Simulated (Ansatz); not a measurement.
Mg$_{2}$Sn:
```
Mg2Sn
1.0
    4.75885     2.66097     0.00000
   -4.75885     2.66097     0.00000
   -4.75541     0.00000     5.39492
Mg Sn
4 2
Direct
  0.54411   0.20619   0.25010
  0.45589   0.79381   0.74990
  0.20619   0.54411   0.24990
  0.79381   0.45589   0.75010
  0.12489   0.12489   0.75000
  0.87511   0.87511   0.25000
```

Relaxed with PBEsol. Special points in fractions of this cell's reciprocal vectors: Γ (0.000, 0.000, 0.000); C (0.389, 0.389, 0.000); C2 (-0.389, 0.611, 0.000); Y2 (-0.500, 0.500, 0.000); M2 (-0.500, 0.500, 0.500); D (-0.267, 0.733, 0.500); D2 (0.267, 0.267, 0.500); A (0.000, 0.000, 0.500); L2 (0.000, 0.500, 0.500); V2 (0.000, 0.500, 0.000).

List the band energies nearest the Fermi level at these points for DFT-PBEsol with spin–orbit coupling in the program Ansatz with PAW potentials.

In eV from the Fermi level; about four levels below and three above (degenerate sets whole), none deeper than 8.9 eV; points with the same levels are listed once.

| k | below | above |
|---|---|---|
| Γ | -0.53 -0.53 -0.27 -0.27 | 0.01 0.01 0.24 0.24 |
| C | -0.32 -0.32 -0.21 -0.21 | 0.93 0.93 1.79 1.79 |
| Y2 | -3.12 -3.12 -3.11 -3.11 | 0.99 0.99 0.99 0.99 |
| M2 | -0.58 -0.58 -0.58 -0.58 | 3.45 3.45 3.45 3.45 |
| D | -0.98 -0.98 -0.86 -0.86 | 0.81 0.81 0.81 0.81 |
| A | -0.39 -0.39 -0.39 -0.39 | 2.38 2.38 2.38 2.38 |
| L2 | -1.49 -1.49 -0.74 -0.74 | 0.79 0.79 1.59 1.59 |
| V2 | -1.49 -1.49 -0.74 -0.74 | 0.78 0.78 1.59 1.59 |

Space group Fddd. The first step of the workflow began from a Materials Project structure, measured or hypothetical; the Crystallography Open Database copy checked does not list it. COD files the formula under space group No. 225, 227, so this cell is another polymorph or a model. With Mg and Sn taken as one species the cell has the higher symmetry Fddd, so it may be an ordered model of a mixed-site phase. Its standing as an ambient phase is unchecked. The cell was relaxed with PBEsol under the symmetry of its start; whether a distortion lowers the energy is not shown. Point labels and valley counts follow the cell and symmetry of the run, lower than the named group.

Potentials: the later of the program's two PAW sets.
